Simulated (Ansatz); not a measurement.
An Ansatz (a program for electronic structure) run. Input:

Ansatz 0.2 input:
```yaml
crystal:
  lattice:
    - [-2.0870990974, 2.0870990974, 2.9493484977]
    - [2.0870990974, -2.0870990974, 2.9493484977]
    - [2.0870990974, 2.0870990974, -2.9493484977]
  atoms:
    - { symbol: Pb, position: [0.0, 0.0, 0.0] }
    - { symbol: S, position: [0.5, 0.5, 0.0] }
kpoints:
  mp_grid: { grid: [9, 9, 9] }
hamiltonian:
  xc: pbesol
  pseudopotentials: { kind: paw }
scf:
  occupations: { method: fixed }
elastic: { mode: relaxed_ion, stencil: two_point, amplitude: 0.005, f_tol: 0.0005 }
```

Output (shortened):

```
Pseudopotential: Pb, paw, valence charge 14
Pseudopotential: S, paw, valence charge 6
Functional definition: PBEsol
Crystal: 2 atoms, lattice volume = 51.389 Å³
Basis set: ecut = 420 eV, 965 PW (Γ), exchange–correlation on 60×60×60 points (8 copies of the dense FFT grid, shifted against one another)
Bands: 14, of which v1, the nominal top of the filled ones, is band 10 counted from 1 (9 counted from 0)
Symmetry: 16 space group operations
Space group: I4/mmm (ITA 139), of the structure as read, at distance tolerance 3.7e-5 Å
k-points: 75 of 729
SCF 1 converged in 10 iterations: F = -12640.926074 eV  dr2 = 1.69e-14
Crystal: 2 atoms, lattice volume = 51.132 Å³
Symmetry: 8 space group operations
k-points: 125 of 729
SCF 2 converged in 8 iterations: F = -12640.925712 eV  dr2 = 3.43e-15
Crystal: 2 atoms, lattice volume = 51.646 Å³
SCF 3 converged in 6 iterations: F = -12640.925623 eV  dr2 = 4.46e-15
Crystal: 2 atoms, lattice volume = 51.132 Å³
SCF 4 converged in 8 iterations: F = -12640.925351 eV  dr2 = 5.06e-15
Crystal: 2 atoms, lattice volume = 51.646 Å³
SCF 5 converged in 6 iterations: F = -12640.925606 eV  dr2 = 2.34e-14
Crystal: 2 atoms, lattice volume = 51.389 Å³
Symmetry: 4 space group operations
k-points: 205 of 729
SCF 6 converged in 7 iterations: F = -12640.925995 eV  dr2 = 8.39e-15
Crystal: 2 atoms, lattice volume = 51.389 Å³
SCF 7 converged in 5 iterations: F = -12640.925995 eV  dr2 = 3.06e-14
Crystal: 2 atoms, lattice volume = 51.389 Å³
SCF 8 converged in 7 iterations: F = -12640.925810 eV  dr2 = 5.45e-14
Crystal: 2 atoms, lattice volume = 51.389 Å³
SCF 9 converged in 5 iterations: F = -12640.925810 eV  dr2 = 7.78e-14
SCF converged after 10 iterations
Free energy (F): -12640.926074 eV
Harris-Foulkes:  -12640.926074 eV  (|F-HF|=1.82e-12)
Internal energy: -12640.926074 eV  (E = F + TS)
E sigma→0 (E₀):  -12640.926074 eV
Fermi energy:    8.345925 eV
--- Per-component energies (eV) ---
  E_band       = -53.610109
  E_kinetic    = 393.583969
  E_local      = -1211.508363  (includes V_loc(G=0)·N_el)
  E_nonlocal   = 380.830745
  E_hartree    = 470.168741
  E_xc         = -315.664331
  E_vxc        = -220.593045  (∫ρ·V_xc dr)
  E_paw        = -10837.464215  (= ΣΔE_a)
  E_vpaw       = -336.260950  (= ΣTr[D̂ρ^β])
  E_aug_tail   = 0.000049  (compensation charges beyond the density's cutoff)
  E_ewald      = -1520.996734
  E_core_change = 0.124066  (= ΣΔE_core)
  E_smearing   =  0.000000  (= −TS)
  E_closure    = 0.000000  (closes the sum)
  Σ components = -12640.926074   (vs F -12640.926074, Δ=0.00e0)
--- Forces (eV/Å), atoms counted from 1 ---
  atom   1  Pb     0.00000000     0.00000000     0.00000000
  atom   2  S      0.00000000     0.00000000     0.00000000
  max |Σ_I F_I| component: 0.0 eV/Å
--- Stress (GPa, compression-positive) ---
       -0.029749       0.000000       0.000000
        0.000000      -0.029749       0.000000
        0.000000       0.000000       0.071559
  P = ⅓ Tr σ = 0.0040 GPa (0.040 kbar)
--- Band table (eV; the first three rows and the last of 75) ---
  k-point 0: bands = ["-8.2311", "-8.2310", "-8.2310", "-8.2196", "-8.2192", "-5.1892", "2.5304", "6.3001", "6.3065", "6.3065", "13.7553", "13.7553", "13.7730", "15.1160"]
  k-point 1: bands = ["-8.2343", "-8.2301", "-8.2238", "-8.2236", "-8.2160", "-5.0416", "2.0830", "6.1345", "6.1413", "7.0070", "11.8304", "13.4240", "13.4387", "14.2953"]
  k-point 2: bands = ["-8.2699", "-8.2426", "-8.2077", "-8.2047", "-8.2044", "-4.6099", "1.4089", "5.7276", "5.7350", "7.1747", "10.6514", "13.2882", "13.3707", "13.3857"]
  k-point 74: bands = ["-8.3813", "-8.2541", "-8.1962", "-8.1688", "-8.1664", "-3.4078", "1.0700", "3.2517", "5.0921", "5.2281", "12.2670", "13.8310", "14.0054", "14.1051"]
--- Elastic constants: 4 strain directions × 2 members + reference (group order 16) ---
  dense FFT box of the reference and of every strained cell: 30×30×30
  strains applied: 11, 33, 23, 12; error gains …
  C = ∂σ_k/∂η_j (tension-positive GPa; Voigt order 11 22 33 23 13 12):
       101.418     61.763     15.596      0.000      0.000      0.000
        61.763    101.418     15.596      0.000      0.000      0.000
        15.695     15.695    148.869      0.000      0.000      0.000
         0.000      0.000      0.000     19.843      0.000      0.000
         0.000      0.000      0.000      0.000     19.843      0.000
         0.000      0.000      0.000      0.000      0.000     65.989
  reference stress σ⁰ (GPa):      0.030      0.030     -0.072      0.000      0.000      0.000
  moduli (Voigt/Reuss/Hill, GPa): K = 59.76/59.76/59.76   G = 38.38/27.56/32.97   E = 83.54   ν = 0.267
  mechanically stable: yes (min eigenvalue of sym C = 19.84 GPa)
  strain η (Voigt 11):  stress-route row diagonal C_11 = 101.42 GPa, energy-path curvature d²(F+E_count+ΔE)/dδ²/Ω₀ = 101.42 GPa
         δ    σ_11 (GPa)             F (eV)   n_scf  n_hpsi   n_pw
    -5.000e-3      -0.4841      -12640.9257120       8   34496   1018   relax 0 steps, max|allowed force component| 0.0 eV/Å
     5.000e-3       0.5300      -12640.9256229       6   28183   1021   relax 0 steps, max|allowed force component| 0.00e0 eV/Å
  strain η (Voigt 33):  stress-route row diagonal C_33 = 148.87 GPa, energy-path curvature d²(F+E_count+ΔE)/dδ²/Ω₀ = 148.84 GPa
         δ    σ_33 (GPa)             F (eV)   n_scf  n_hpsi   n_pw
    -5.000e-3      -0.8396      -12640.9253510       8   20774   1018   relax 0 steps, max|allowed force component| 0.0 eV/Å
     5.000e-3       0.6490      -12640.9256056       6   17515   1022   relax 0 steps, max|allowed force component| 0.0 eV/Å
  strain η (Voigt 23):  stress-route row diagonal C_44 = 19.84 GPa, energy-path curvature d²(F+E_count+ΔE)/dδ²/Ω₀ = 19.85 GPa
         δ    σ_23 (GPa)             F (eV)   n_scf  n_hpsi   n_pw
    -5.000e-3      -0.0992      -12640.9259951       7   51422   1018   relax 0 steps, max|allowed force component| 0.00e0 eV/Å
     5.000e-3       0.0992      -12640.9259951       5   44451   1018   relax 0 steps, max|allowed force component| 0.0 eV/Å
  strain η (Voigt 12):  stress-route row diagonal C_66 = 65.99 GPa, energy-path curvature d²(F+E_count+ΔE)/dδ²/Ω₀ = 65.97 GPa
         δ    σ_12 (GPa)             F (eV)   n_scf  n_hpsi   n_pw
    -5.000e-3      -0.3299      -12640.9258095       7   32990   1018   relax 0 steps, max|allowed force component| 0.0 eV/Å
     5.000e-3       0.3299      -12640.9258095       5   25442   1018   relax 0 steps, max|allowed force component| 0.0 eV/Å
```

Cost: very roughly 70 core-seconds on shared cores.

Space group Fm-3m (rock salt). Symmetry was held in the PBEsol relaxation. Point labels and valley counts follow the cell and symmetry of the run, lower than the named group. Spin–orbit coupling is left out wherever it is not named.

Potentials: the later of the program's two PAW sets.

Ansatz is a plane-wave DFT program.
